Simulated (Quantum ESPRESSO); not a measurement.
ZnSe is modelled in the cubic space group F-43m (No. 216), the zinc blende structure, Pearson symbol cF8. Cell: a = b = c = 5.689 Å, α = β = γ = 90.00°. Zn on 4a is coordinated by 4 Se at 2.463 Å (tetrahedral). Se on 4d is coordinated by 4 Zn at 2.463 Å (tetrahedral). (Neighbours: up to the widest gap in distance over summed covalent radii, below 1.35, at either atom; cation-cation contacts left out.)
(The calculation used a cell of 2 atoms; values per cell refer to that cell.)

The PBEsol cell relaxed from Materials Project entry mp-1190 was given an isotropic strain of +1 % on all lattice vectors, and the atoms were relaxed again.

**Question.** What does PBEsol (Quantum ESPRESSO, PseudoDojo norm-conserving, 86 Ry, without SOC) give for the electronic structure near the Fermi level?

**Answer.** The PBEsol gap is direct, 1.13 eV at Γ. Spin-orbit splittings are left out.
